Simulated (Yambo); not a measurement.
GaAl$_{3}$N$_{4}$ (space group P-43m, No. 215); a = b = c = 4.4014 Å, α = β = γ = 90.00°. With the G0W0 scissor the direct gap on the mesh is 4.57 eV.

Q: Does this run resolve the lowest exciton, and if so, what are its energy and binding? (Yambo, PBEsol bands; 8×8×8 mesh, 6 valence and 4 conduction bands, static screening with 51 bands and a 3 Ry block, scissor 1.24 eV, Tamm-Dancoff.)

A: No. The lowest state covers only about 1 of the 512 k points, so the mesh doesn't resolve it: its energy and its distance from the direct gap are mesh artefacts. An extended exciton needs a far denser mesh. The scissor comes from a G0W0 run whose convergence isn't established. Spin-orbit splittings are left out.

The standard potential for Ga keeps a d shell in the valence without the s and p states of that shell. In tests on such compounds this moved G0W0 gaps by up to about 0.9 eV, so absolute quasiparticle energies here are unreliable; differences between settings are what counts.

Geometry of the Materials Project entry, not relaxed at this level.

The structure is a Materials Project entry; no match was found in the copy of COD used, and its stability was not checked.
